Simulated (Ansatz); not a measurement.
Here is the system:

VN:
```cif
data_N4V4
_chemical_formula_sum 'V4 N4'
_space_group_name_H-M_alt 'Fm-3m'
_space_group_IT_number 225
_space_group_name_Hall '-F 4 2 3'
_cell_length_a 4.04273
_cell_length_b 4.04273
_cell_length_c 4.04273
_cell_angle_alpha 90.000
_cell_angle_beta 90.000
_cell_angle_gamma 90.000
loop_
_atom_site_label
_atom_site_type_symbol
_atom_site_symmetry_multiplicity
_atom_site_Wyckoff_symbol
_atom_site_fract_x
_atom_site_fract_y
_atom_site_fract_z
_atom_site_occupancy
V1 V 4 a 0.00000 0.00000 0.00000 1
N1 N 4 b 0.50000 0.50000 0.50000 1
```
(The calculation used a cell of 2 atoms; values per cell refer to that cell.)

This is the LDA-relaxed structure.

**Question.** All from LDA in the plane-wave PAW code Ansatz, unless another level is named. Give the electronic character.

**Answer.** metallic (no gap).

**Question.** And the formation energy from the elements (no fitted shifts)?

**Answer.** -1.34 eV/atom.

**Question.** Next, the density of states at the Fermi level?

**Answer.** 0.83 states/eV per atom (mean over ±0.08 eV).

Symmetry was held in the LDA relaxation; of distortions, only those at the zone centre were tested. The run is not spin-polarised. The references are the lowest solids computed at this level, not always the standard phases (solids in place of the gases).

Potentials: the earlier of the program's two PAW sets.
